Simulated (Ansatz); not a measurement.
Input for Ansatz (plane-wave DFT, PAW):

```yaml
crystal:
  lattice:
    - [2.9991629743, 0.0, 0.0]
    - [-1.4995814871, 2.5973513258, 0.0]
    - [0.0, 0.0, 12.315127]
  atoms:
    - { symbol: Ni, position: [0.0, 0.0, 0.5], spin: 0.66 }
    - { symbol: Ni, position: [0.0, 0.0, 0.0], spin: 0.66 }
    - { symbol: Ag, position: [0.66666667, 0.33333333, 0.75] }
    - { symbol: Ag, position: [0.33333333, 0.66666667, 0.25] }
    - { symbol: O, position: [0.33333333, 0.66666667, 0.418062] }
    - { symbol: O, position: [0.66666667, 0.33333333, 0.918062] }
    - { symbol: O, position: [0.66666667, 0.33333333, 0.581938] }
    - { symbol: O, position: [0.33333333, 0.66666667, 0.081938] }
basis:
  ecutwfc: 420
kpoints:
  mp_grid: { grid: [12, 12, 4] }
hamiltonian:
  xc: pbesol
scf:
  occupations: { method: gaussian, width: 0.1 }
output:
  forces: true
  stress: true
  eigenvalues: true
  populations: true
magnetization:
  spin_polarized: true
relax:
  adjacent_minimum: "off"
  f_tol: 0.01
  max_steps: 40
```

Run as
```bash
ansatz run input.yaml --threads 2 --pin off --max-ram 5120MiB --backend cpu --events-out ev --progress --plain --runs-dir out
```

All numbers below come from Ansatz 0.2.0, DFT PBEsol, scalar-relativistic, plane waves, PAW.

From the run's log, abridged:

```
Warning: output.stress: scf.convergence.dr2_threshold = 1e-7 eV (the SCF's general default) is looser than the 8e-10 eV advised for a printed stress (1e-10 eV for each atom of the cell: 8). ...
Pseudopotentials: kind: paw
Pseudopotential: Ni, paw, valence charge 18, recommended cutoff 420 eV (normal)
Pseudopotential: Ag, paw, valence charge 19, recommended cutoff 420 eV (normal)
Pseudopotential: O, paw, valence charge 6, recommended cutoff 420 eV (normal)
Functional definition: PBEsol
Crystal: 8 atoms, lattice volume = 95.933 Å³
Basis set: ecut = 420 eV, 1817 PW (Γ), exchange–correlation on 48×48×180 points (8 copies of the dense FFT grid, shifted against one another)
Bands: 60, of which v1, the nominal top of the filled ones, is band 49 counted from 1 (48 counted from 0)
Symmetry: 24 space group operations
Space group: P63/mmc (ITA 194), of the structure as read, at distance tolerance 4.6e-5 Å
Magnetic group: BNS 194.263 (UNI 1493), of the structure as read, at distance tolerance 4.6e-5 Å
k-points: 57 of 576
Initial density: superposition of atomic densities (chi_scale 0.1, normalization cell, long waves kept (reshape's long-wave potential 0.63 eV rms))
Starting moments: Σ|m| = 1.32 μB on 2 of 8 sites
Initial wavefunctions: pseudopotential atomic-orbital guess
Functional: x = pbesol(κ = 0.804, μ = 0.12345679), c = pbesol(β = 0.046)
SCF iter   1: F=—  HF=-28892.435245 eV  |F-HF|=—  |Δ(HF+E_count)|=         —  Δρ=7.43e-2 (↑6.14e-2 ↓7.43e-2) dr2=1.60e1  dr2_m=8.49e-2  M=1.154 μB ∫|m|=1.169 μB  β_m=0.30  ethr=3.10e-3  ⟨swp⟩=5.6  Hψ=22207  notcnv=0  defer=47
Mixer restart at iter 1: flushing history
spin=Collinear: Kerker preconditioning applied to the charge; magnetization (m = ρ↑ − ρ↓) channel mixes plain (no charge-response kernel on spin).
SCF iter   2: F=—  HF=-28892.137197 eV  |F-HF|=—  |Δ(HF+E_count)|=   2.98e-1  Δρ=3.62e-2 (↑2.51e-2 ↓3.62e-2) dr2=3.75e0  dr2_m=4.67e-2  M=1.314 μB ∫|m|=1.323 μB  β_m=0.38  ethr=3.10e-3  ⟨swp⟩=2.9  Hψ=12208  notcnv=0  defer=579
SCF iter   3: F=—  HF=-28892.106896 eV  |F-HF|=—  |Δ(HF+E_count)|=   3.03e-2  Δρ=1.92e-2 (↑1.63e-2 ↓1.92e-2) dr2=1.21e0  dr2_m=3.13e-2  M=1.457 μB ∫|m|=1.468 μB  β_m=0.46  ethr=3.10e-3  ⟨swp⟩=2.1  Hψ=8202  notcnv=0  defer=561
SCF iter   4: F=—  HF=-28892.259531 eV  |F-HF|=—  |Δ(HF+E_count)|=   1.53e-1  Δρ=9.11e-3 (↑7.33e-3 ↓9.11e-3) dr2=3.27e-1  dr2_m=1.99e-2  M=1.588 μB ∫|m|=1.606 μB  β_m=0.57  ethr=1.24e-3  ⟨swp⟩=2.0  Hψ=8798  notcnv=0  defer=559
SCF iter   5: F=—  HF=-28892.204507 eV  |F-HF|=—  |Δ(HF+E_count)|=   5.50e-2  Δρ=5.37e-3 (↑3.72e-3 ↓5.37e-3) dr2=6.37e-2  dr2_m=9.79e-3  M=1.707 μB ∫|m|=1.741 μB  β_m=0.79  ethr=3.34e-4  ⟨swp⟩=2.6  Hψ=10264  notcnv=0  defer=524
SCF iter   6: F=—  HF=-28892.206733 eV  |F-HF|=—  |Δ(HF+E_count)|=         —  Δρ=4.97e-3 (↑1.58e-3 ↓4.97e-3) dr2=1.63e-2  dr2_m=8.92e-3  M=1.859 μB ∫|m|=1.916 μB  β_m=0.79  ethr=6.50e-5  ⟨swp⟩=1.6  Hψ=8624  notcnv=0  defer=524
SCF iter   7: F=—  HF=-28892.205169 eV  |F-HF|=—  |Δ(HF+E_count)|=   1.56e-3  Δρ=1.07e-3 (↑6.37e-4 ↓1.07e-3) dr2=2.06e-3  dr2_m=3.15e-4  M=1.874 μB ∫|m|=1.938 μB  β_m=0.89  ethr=1.66e-5  ⟨swp⟩=1.5  Hψ=7798  notcnv=0  defer=522
SCF iter   8: F=—  HF=-28892.204795 eV  |F-HF|=—  |Δ(HF+E_count)|=   3.74e-4  Δρ=6.70e-4 (↑6.70e-4 ↓4.54e-4) dr2=7.00e-4  dr2_m=1.12e-5  M=1.866 μB ∫|m|=1.930 μB  β_m=0.95  ethr=2.10e-6  ⟨swp⟩=2.3  Hψ=10189  notcnv=0  defer=509
SCF iter   9: F=—  HF=-28892.204818 eV  |F-HF|=—  |Δ(HF+E_count)|=   2.20e-5  Δρ=2.41e-4 (↑2.41e-4 ↓2.31e-4) dr2=1.62e-4  dr2_m=9.47e-8  M=1.867 μB ∫|m|=1.931 μB  β_m=0.86  ethr=7.14e-7  ⟨swp⟩=1.6  Hψ=7318  notcnv=0  defer=509
SCF iter  10: F=—  HF=-28892.204791 eV  |F-HF|=—  |Δ(HF+E_count)|=   2.67e-5  Δρ=5.27e-5 (↑4.73e-5 ↓5.27e-5) dr2=1.32e-6  dr2_m=1.77e-6  M=1.868 μB ∫|m|=1.932 μB  β_m=0.93  ethr=1.66e-7  ⟨swp⟩=2.0  Hψ=7812  notcnv=0  defer=509
SCF iter  11: F=-28892.204791 eV  HF=-28892.204791 eV  |F-HF|=3.76e-7  |Δ(HF+E_count)|=   2.06e-7  Δρ=2.90e-5 (↑1.01e-5 ↓2.90e-5) dr2=9.08e-7  dr2_m=1.32e-7  M=1.868 μB ∫|m|=1.932 μB  ethr=1.35e-9  ⟨swp⟩=9.5  Hψ=26872  notcnv=0
SCF 1 converged in 11 iterations: F = -28892.204791 eV  dr2 = 9.08e-7
relax step   1: F+E_penalty+E_count = -28892.20479061 eV  Δ(F+E_penalty+E_count) = +0.000e0 eV  max|allowed force component| = 9.274e-1 eV/Å  Δτ_max = 0.0000 Å  (11 SCF iters, dr2 threshold 2.50e-6 eV, accepted)
Initial density: handed on by an earlier stage of this run
Starting moments: Σ|m| = 1.32 μB on 2 of 8 sites; this step starts from the density that it was given
Initial wavefunctions: those handed on with the density
SCF iter   1: F=—  HF=-28892.286619 eV  |F-HF|=—  |Δ(HF+E_count)|=         —  Δρ=4.82e-3 (↑4.82e-3 ↓2.29e-3) dr2=4.30e-2  dr2_m=4.94e-3  M=1.823 μB ∫|m|=1.868 μB  β_m=0.30  ethr=4.36e-5  ⟨swp⟩=1.0  Hψ=17285  notcnv=0  defer=519
spin=Collinear: Kerker preconditioning applied to the charge; magnetization (m = ρ↑ − ρ↓) channel mixes plain (no charge-response kernel on spin).
SCF iter   2: F=—  HF=-28892.281216 eV  |F-HF|=—  |Δ(HF+E_count)|=   5.40e-3  Δρ=2.57e-3 (↑2.57e-3 ↓1.78e-3) dr2=1.84e-2  dr2_m=2.12e-3  M=1.825 μB ∫|m|=1.870 μB  β_m=0.48  ethr=4.36e-5  ⟨swp⟩=1.6  Hψ=7090  notcnv=0  defer=519
SCF iter   3: F=—  HF=-28892.278013 eV  |F-HF|=—  |Δ(HF+E_count)|=   3.20e-3  Δρ=1.05e-3 (↑1.05e-3 ↓6.23e-4) dr2=5.91e-3  dr2_m=2.49e-4  M=1.824 μB ∫|m|=1.869 μB  β_m=0.51  ethr=1.88e-5  ⟨swp⟩=1.0  Hψ=6840  notcnv=0  defer=519
SCF iter   4: F=—  HF=-28892.276907 eV  |F-HF|=—  |Δ(HF+E_count)|=   1.11e-3  Δρ=5.07e-4 (↑3.69e-4 ↓5.07e-4) dr2=1.51e-3  dr2_m=8.99e-6  M=1.821 μB ∫|m|=1.867 μB  β_m=0.62  ethr=6.03e-6  ⟨swp⟩=1.9  Hψ=7261  notcnv=0  defer=519
SCF iter   5: F=—  HF=-28892.277169 eV  |F-HF|=—  |Δ(HF+E_count)|=   2.62e-4  Δρ=3.88e-4 (↑3.36e-4 ↓3.88e-4) dr2=4.26e-4  dr2_m=5.31e-6  M=1.819 μB ∫|m|=1.865 μB  β_m=0.81  ethr=1.54e-6  ⟨swp⟩=2.1  Hψ=7881  notcnv=0  defer=519
SCF iter   6: F=—  HF=-28892.277506 eV  |F-HF|=—  |Δ(HF+E_count)|=   3.37e-4  Δρ=2.59e-4 (↑7.78e-5 ↓2.59e-4) dr2=1.01e-4  dr2_m=1.35e-5  M=1.816 μB ∫|m|=1.862 μB  β_m=0.91  ethr=4.35e-7  ⟨swp⟩=2.4  Hψ=10736  notcnv=0  defer=519
SCF iter   7: F=—  HF=-28892.277515 eV  |F-HF|=—  |Δ(HF+E_count)|=   8.56e-6  Δρ=4.40e-5 (↑3.90e-5 ↓4.40e-5) dr2=6.06e-6  dr2_m=5.96e-7  M=1.815 μB ∫|m|=1.861 μB  β_m=0.95  ethr=1.03e-7  ⟨swp⟩=2.0  Hψ=9623  notcnv=0  defer=519
SCF iter   8: F=-28892.277513 eV  HF=-28892.277514 eV  |F-HF|=5.55e-7  |Δ(HF+E_count)|=   9.08e-7  Δρ=2.13e-5 (↑1.70e-5 ↓2.13e-5) dr2=9.09e-7  dr2_m=5.95e-8  M=1.814 μB ∫|m|=1.861 μB  ethr=6.18e-9  ⟨swp⟩=7.5  Hψ=23199  notcnv=0
SCF 2 converged in 8 iterations: F = -28892.277513 eV  dr2 = 9.09e-7
relax step   2: F+E_penalty+E_count = -28892.27751312 eV  Δ(F+E_penalty+E_count) = -7.272e-2 eV  max|allowed force component| = 5.433e-1 eV/Å  Δτ_max = 0.0248 Å  (8 SCF iters, dr2 threshold 5.38e-5 eV, accepted)
SCF iter   1: F=—  HF=-28892.332897 eV  |F-HF|=—  |Δ(HF+E_count)|=         —  Δρ=6.73e-3 (↑6.73e-3 ↓3.17e-3) dr2=7.66e-2  dr2_m=1.07e-2  M=1.736 μB ∫|m|=1.771 μB  β_m=0.30  ethr=8.20e-4  ⟨swp⟩=3.2  Hψ=13370  notcnv=0  defer=510
spin=Collinear: Kerker preconditioning applied to the charge; magnetization (m = ρ↑ − ρ↓) channel mixes plain (no charge-response kernel on spin).
SCF iter   2: F=—  HF=-28892.322918 eV  |F-HF|=—  |Δ(HF+E_count)|=   9.98e-3  Δρ=3.76e-3 (↑3.76e-3 ↓2.55e-3) dr2=3.40e-2  dr2_m=5.13e-3  M=1.736 μB ∫|m|=1.771 μB  β_m=0.49  ethr=7.82e-5  ⟨swp⟩=1.8  Hψ=8157  notcnv=0  defer=514
SCF iter   3: F=—  HF=-28892.316950 eV  |F-HF|=—  |Δ(HF+E_count)|=   5.97e-3  Δρ=1.49e-3 (↑1.49e-3 ↓8.48e-4) dr2=1.06e-2  dr2_m=5.07e-4  M=1.735 μB ∫|m|=1.768 μB  β_m=0.52  ethr=3.46e-5  ⟨swp⟩=1.0  Hψ=6840  notcnv=0  defer=521
SCF iter   4: F=—  HF=-28892.315027 eV  |F-HF|=—  |Δ(HF+E_count)|=   1.92e-3  Δρ=7.09e-4 (↑4.93e-4 ↓7.09e-4) dr2=2.73e-3  dr2_m=1.92e-5  M=1.730 μB ∫|m|=1.762 μB  β_m=0.64  ethr=1.08e-5  ⟨swp⟩=2.0  Hψ=7437  notcnv=0  defer=526
SCF iter   5: F=—  HF=-28892.315687 eV  |F-HF|=—  |Δ(HF+E_count)|=   6.61e-4  Δρ=5.65e-4 (↑4.86e-4 ↓5.65e-4) dr2=8.50e-4  dr2_m=8.86e-6  M=1.726 μB ∫|m|=1.759 μB  β_m=0.82  ethr=2.78e-6  ⟨swp⟩=2.0  Hψ=7743  notcnv=0  defer=527
SCF iter   6: F=—  HF=-28892.316307 eV  |F-HF|=—  |Δ(HF+E_count)|=   6.20e-4  Δρ=3.49e-4 (↑1.10e-4 ↓3.49e-4) dr2=1.88e-4  dr2_m=2.57e-5  M=1.722 μB ∫|m|=1.755 μB  β_m=0.91  ethr=8.67e-7  ⟨swp⟩=2.3  Hψ=11281  notcnv=0  defer=527
SCF iter   7: F=—  HF=-28892.316310 eV  |F-HF|=—  |Δ(HF+E_count)|=   2.82e-6  Δρ=7.20e-5 (↑4.35e-5 ↓7.20e-5) dr2=1.04e-5  dr2_m=1.40e-6  M=1.721 μB ∫|m|=1.754 μB  β_m=0.96  ethr=1.92e-7  ⟨swp⟩=2.0  Hψ=9353  notcnv=0  defer=527
SCF iter   8: F=-28892.316308 eV  HF=-28892.316308 eV  |F-HF|=6.84e-7  |Δ(HF+E_count)|=   1.32e-6  Δρ=2.29e-5 (↑2.29e-5 ↓2.18e-5) dr2=1.13e-6  dr2_m=8.54e-8  M=1.720 μB ∫|m|=1.753 μB  ethr=1.07e-8  ⟨swp⟩=8.1  Hψ=25110  notcnv=0
SCF 3 converged in 8 iterations: F = -28892.316308 eV  dr2 = 1.13e-6
relax step   3: F+E_penalty+E_count = -28892.31630756 eV  Δ(F+E_penalty+E_count) = -3.879e-2 eV  max|allowed force component| = 3.237e-2 eV/Å  Δτ_max = 0.0338 Å  (8 SCF iters, dr2 threshold 1.84e-5 eV, accepted)
SCF iter   1: F=—  HF=-28892.316514 eV  |F-HF|=—  |Δ(HF+E_count)|=         —  Δρ=4.44e-4 (↑4.44e-4 ↓1.97e-4) dr2=3.13e-4  dr2_m=4.89e-5  M=1.715 μB ∫|m|=1.747 μB  β_m=0.65  ethr=3.09e-6  ⟨swp⟩=2.0  Hψ=11719  notcnv=0  defer=35
spin=Collinear: Kerker preconditioning applied to the charge; magnetization (m = ρ↑ − ρ↓) channel mixes plain (no charge-response kernel on spin).
SCF iter   2: F=—  HF=-28892.316461 eV  |F-HF|=—  |Δ(HF+E_count)|=   5.33e-5  Δρ=2.14e-4 (↑9.36e-5 ↓2.14e-4) dr2=5.58e-5  dr2_m=5.95e-6  M=1.715 μB ∫|m|=1.747 μB  β_m=0.47  ethr=3.19e-7  ⟨swp⟩=2.6  Hψ=11882  notcnv=0  defer=37
SCF iter   3: F=—  HF=-28892.316450 eV  |F-HF|=—  |Δ(HF+E_count)|=   1.10e-5  Δρ=1.08e-4 (↑1.08e-4 ↓5.97e-5) dr2=3.59e-5  dr2_m=3.74e-6  M=1.714 μB ∫|m|=1.747 μB  β_m=0.50  ethr=5.70e-8  ⟨swp⟩=2.0  Hψ=12034  notcnv=0  defer=37
SCF iter   4: F=—  HF=-28892.316443 eV  |F-HF|=—  |Δ(HF+E_count)|=   6.87e-6  Δρ=5.26e-5 (↑2.35e-5 ↓5.26e-5) dr2=7.40e-6  dr2_m=2.78e-7  M=1.714 μB ∫|m|=1.746 μB  β_m=0.58  ethr=3.67e-8  ⟨swp⟩=2.1  Hψ=7801  notcnv=0  defer=37
SCF iter   5: F=—  HF=-28892.316446 eV  |F-HF|=—  |Δ(HF+E_count)|=   2.76e-6  Δρ=3.26e-5 (↑2.46e-5 ↓3.26e-5) dr2=2.38e-6  dr2_m=4.61e-8  M=1.714 μB ∫|m|=1.746 μB  β_m=0.79  ethr=7.55e-9  ⟨swp⟩=2.0  Hψ=7838  notcnv=0  defer=37
SCF iter   6: F=—  HF=-28892.316448 eV  |F-HF|=—  |Δ(HF+E_count)|=   2.55e-6  Δρ=2.29e-5 (↑5.35e-6 ↓2.29e-5) dr2=8.60e-7  dr2_m=9.07e-8  M=1.713 μB ∫|m|=1.746 μB  β_m=0.90  ethr=2.43e-9  ⟨swp⟩=2.3  Hψ=10698  notcnv=0  defer=37
SCF iter   7: F=—  HF=-28892.316448 eV  |F-HF|=—  |Δ(HF+E_count)|=   5.19e-8  Δρ=4.38e-6 (↑2.83e-6 ↓4.38e-6) dr2=3.28e-8  dr2_m=8.08e-9  M=1.713 μB ∫|m|=1.746 μB  β_m=0.95  ethr=8.78e-10  ⟨swp⟩=2.0  Hψ=9550  notcnv=0  defer=37
SCF iter   8: F=-28892.316448 eV  HF=-28892.316448 eV  |F-HF|=3.04e-8  |Δ(HF+E_count)|=   1.36e-9  Δρ=3.26e-6 (↑3.26e-6 ↓2.84e-6) dr2=2.95e-8  dr2_m=1.37e-10  M=1.713 μB ∫|m|=1.746 μB  ethr=3.35e-11  ⟨swp⟩=6.1  Hψ=23300  notcnv=0
SCF 4 converged in 8 iterations: F = -28892.316448 eV  dr2 = 2.95e-8
relax step   4: F+E_penalty+E_count = -28892.31644823 eV  Δ(F+E_penalty+E_count) = -1.407e-4 eV  max|allowed force component| = 6.766e-4 eV/Å  Δτ_max = 0.0021 Å  (8 SCF iters, accepted)
an SCF from antiferromagnetic starting moments (-0.66, 0.66, 0.00, 0.00, 0.00, 0.00, 0.00, 0.00 Bohr magnetons, atom by atom) was not made, so that it is not known whether that order lies lower: the deck asks for what bars it, or types moments that do (magnetization.spin_polarized, in the input reference, names some of the keys), or the run goes by scf.lower_state_search: light, the default, which as a rule tries one only behind a close that has lost an order of both signs, or on which an open d or half-filled 4f shell of a PAW file has lost a moment that was set nearer to Hund's than to what is left; or, under a Hubbard U, one that names an f shell that the input leaves bare beside given mo ...
SCF converged after 8 iterations
Magnetization: 1.7133 μB (49.8566 up, 48.1434 down)
Absolute magnetization: 1.7457 μB (∫|ρ↑−ρ↓|, with the PAW one-centre terms)
Spin contamination: 0.0358 ħ² per cell (⟨S²⟩ above its minimum at these occupations)
Per-site moments (μB) at R_I (Å): [(0.64824731, 0.81438685), (0.64824731, 0.81438685), (0.00433515, 0.87879163), (0.00433515, 0.87879163), (0.07221867, 0.81438685), (0.07221867, 0.81438685), (0.07221867, 0.81438685), (0.07221867, 0.81438685)]
Free energy (F): -28892.316448 eV
Harris-Foulkes:  -28892.316448 eV  (|F-HF|=3.04e-8)
Internal energy: -28892.296463 eV  (E = F + TS)
E sigma→0 (E₀):  -28892.306456 eV
Entropy (-TS):   -0.019985 eV (-2.498 meV/atom)
Fermi energy:    11.837616 eV
--- Per-component energies (eV) ---
  E_band       = -1416.907682
  E_kinetic    = 2293.612549
  E_local      = -14978.506001  (includes V_loc(G=0)·N_el)
  E_nonlocal   = 1630.199665
  E_hartree    = 6340.698560
  E_xc         = -819.081553
  E_vxc        = -1049.965122  (∫ρ·V_xc dr)
  E_paw        = -11458.296148  (= ΣΔE_a)
  E_vpaw       = -1993.678190  (= ΣTr[D̂ρ^β])
  E_aug_tail   = 0.011118  (compensation charges beyond the density's cutoff)
  E_ewald      = -11902.115861
  E_core_change = 1.181207  (= ΣΔE_core)
  E_smearing   = -0.019985  (= −TS)
--- Forces (eV/Å), atoms counted from 1 ---
  atom   1  Ni     0.00000000     0.00000000     0.00000000
  atom   2  Ni     0.00000000     0.00000000     0.00000000
  atom   3  Ag     0.00000000     0.00000000     0.00000000
  atom   4  Ag     0.00000000     0.00000000     0.00000000
  atom   5  O      0.00000000     0.00000000     0.00067661
  atom   6  O      0.00000000     0.00000000     0.00067661
  atom   7  O      0.00000000     0.00000000    -0.00067661
  atom   8  O      0.00000000     0.00000000    -0.00067661
--- Stress (GPa, compression-positive) ---
      -10.650590       0.000000       0.000000
        0.000000     -10.650590       0.000000
        0.000000       0.000000     -10.487140
  P = ⅓ Tr σ = -10.5961 GPa (-105.961 kbar)
--- Band table (eV; the first three rows and the last of 114) ---
  k-point 0 ↑: bands = ["-92.3220", "-92.3220", "-79.7266", "-79.7266", "-52.9016", "-52.9016", "-52.9016", "-52.9016", "-52.6749", "-52.6749", "-43.2680", "-43.2680", "-43.1763", "-43.1763", "-43.1763", "-43.1763", "-8.0432", "-7.9559", "-6.4672", "-6.3230", "4.2525", "5.3252", "5.9868", "5.9868", "6.0734", "6.0734", "6.2657", "6.3178", "6.5840", "7.6700", "7.6700", "7.6717", "7.6717", "8.0272", "8.0272", "8.4231", "8.5076", "8.5076", "9.3799", "9.3799", "9.4796", "9.4796", "9.4802", "9.4802", "9.9240", "9.9240", "10.0214", "10.5012", "12.4171", "12.4171", "12.5679", "12.5679", "12.6920", "13.9221", "15.9028", "17.3822", "19.3434", "20.0876", "22.3819", "22.7217"]
  k-point 1 ↑: bands = ["-92.3220", "-92.3220", "-79.7266", "-79.7266", "-52.9016", "-52.9016", "-52.9016", "-52.9016", "-52.6749", "-52.6749", "-43.2680", "-43.2680", "-43.1763", "-43.1763", "-43.1763", "-43.1763", "-8.0313", "-7.9696", "-6.4453", "-6.3434", "4.3552", "5.0555", "5.9985", "5.9985", "6.0596", "6.0596", "6.3083", "6.3188", "6.8930", "7.6703", "7.6703", "7.6714", "7.6714", "8.0827", "8.0827", "8.1346", "8.4120", "8.4120", "9.4683", "9.4683", "9.4797", "9.4797", "9.4954", "9.4954", "9.8586", "9.8586", "10.1606", "10.4705", "12.4409", "12.4409", "12.5474", "12.5474", "12.8259", "13.6668", "16.1804", "17.1914", "19.4505", "19.9687", "22.4569", "22.6943"]
  k-point 2 ↑: bands = ["-92.3220", "-92.3220", "-79.7266", "-79.7266", "-52.9016", "-52.9016", "-52.9016", "-52.9016", "-52.6749", "-52.6749", "-43.2680", "-43.2680", "-43.1763", "-43.1763", "-43.1763", "-43.1763", "-8.0013", "-8.0013", "-6.3936", "-6.3936", "4.6458", "4.6458", "6.0282", "6.0282", "6.0282", "6.0282", "6.3194", "6.3194", "7.5252", "7.5252", "7.6708", "7.6708", "7.6708", "7.6708", "8.2305", "8.2305", "8.2305", "8.2305", "9.4784", "9.4784", "9.4784", "9.4784", "9.6892", "9.6892", "9.6892", "9.6892", "10.3608", "10.3608", "12.4960", "12.4960", "12.4960", "12.4960", "13.1961", "13.1961", "16.7206", "16.7206", "19.7037", "19.7037", "22.5990", "22.5990"]
  k-point 56 ↓: bands = ["-91.4671", "-91.4671", "-79.7167", "-79.7167", "-52.0586", "-52.0586", "-52.0586", "-52.0586", "-51.8986", "-51.8986", "-43.2577", "-43.2577", "-43.2283", "-43.2283", "-43.2282", "-43.2282", "-6.4693", "-6.4693", "-6.3608", "-6.3608", "5.3115", "5.3115", "5.7653", "5.7653", "5.9148", "5.9148", "6.3585", "6.3585", "7.1352", "7.1352", "7.6267", "7.6267", "7.9181", "7.9181", "7.9221", "7.9221", "8.2202", "8.2202", "8.9398", "8.9398", "9.8243", "9.8243", "10.1420", "10.1420", "10.6574", "10.6574", "11.0340", "11.0340", "12.4596", "12.4596", "12.6862", "12.6862", "17.3224", "17.3224", "17.3993", "17.3993", "19.4082", "19.4082", "22.6635", "22.6635"]
--- Relaxed structure (4 steps of the walk, 4 accepted, 0 SCFs on fresh bases) ---
  F+E_penalty+E_count = -28892.31644823 eV   max|allowed force component| = 6.766e-4 eV/Å
  atoms:
    - { symbol: Ni, position: [0.0, 0.0, 0.50000000] }
    - { symbol: Ni, position: [0.0, 0.0, 0.0] }
    - { symbol: Ag, position: [0.66666666, 0.33333333, 0.75] }
    - { symbol: Ag, position: [0.33333333, 0.66666666, 0.25000000] }
    - { symbol: O, position: [0.33333333, 0.66666666, 0.42299082] }
    - { symbol: O, position: [0.66666666, 0.33333333, 0.92299082] }
    - { symbol: O, position: [0.66666666, 0.33333333, 0.57700917] }
    - { symbol: O, position: [0.33333333, 0.66666666, 0.07700917] }
--- Löwdin populations: 8 sites ---
  site symbol q [e]    m [muB]
     0     Ni     16.8422     0.6203
     1     Ni     16.8422     0.6203
     2     Ag     18.4715     0.0202
     3     Ag     18.4715     0.0202
     4      O      6.7472     0.1035
     5      O      6.7472     0.1035
     6      O      6.7472     0.1035
     7      O      6.7472     0.1035
  spilling = 0.003914 (of n_electrons = 98.000000)
```

The relaxation met its thresholds.

It took 93 s on 2 threads of Arm Neoverse V1, on a shared host, peak memory 0.75 GiB.

Moments started parallel, and an antiferromagnetic order may lie lower.